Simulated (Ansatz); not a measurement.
In PBEsol (plane waves, PAW; program Ansatz), IrC in the hexagonal phase (P-6m2; Ir on 1a, C on 1d) relaxes to a = 3.016 Å, c = 2.643 Å. C has 6 nearest neighbours from 2.19 Å (trigonal prismatic). Its formation energy from the elements is 1.17 eV/atom, with no fitted shifts.

Electronic character: metallic (no gap). Gap from PBEsol with spin–orbit coupling: none (metallic).

The bulk modulus is 3510 kbar. The relaxed-ion elastic constants in GPa are C11 = 459, C12 = 322, C13 = 212, C33 = 834, C44 = 74.0. The elastic constants imply a Debye temperature near 375 K. The highest mode at Γ lies at 453 cm⁻¹.

The start of the workflow was typed in or built on a structure type; neither database checked (COD, Materials Project) lists it. Whether it is the stable phase at ambient conditions was not checked. Symmetry was held in the PBEsol relaxation. At this level the phase is dynamically unstable (imaginary phonons). The run is not spin-polarised. Its formation energy is positive at this level, so the cell may be metastable or incomplete. As this level gives no gap, shear constants depend on the k-mesh and smearing (Fermi–Dirac, 0.1 eV here). As this level gives no gap, phonon frequencies hold no LO–TO term and depend on the k-mesh and smearing (Fermi–Dirac, 0.1 eV here). On the denser mesh and wider smearing of the elastic run this cell carries a stress of 0.8 GPa. The references are the lowest solids computed at this level, not always the standard phases. Scalar-relativistic: spin–orbit coupling is off unless named, which matters more the heavier the elements.

Potentials: the earlier of the program's two PAW sets. The files were generated under PBE; for other functionals the program regenerates the frozen cores, and for LDA and PBEsol the local potential too.
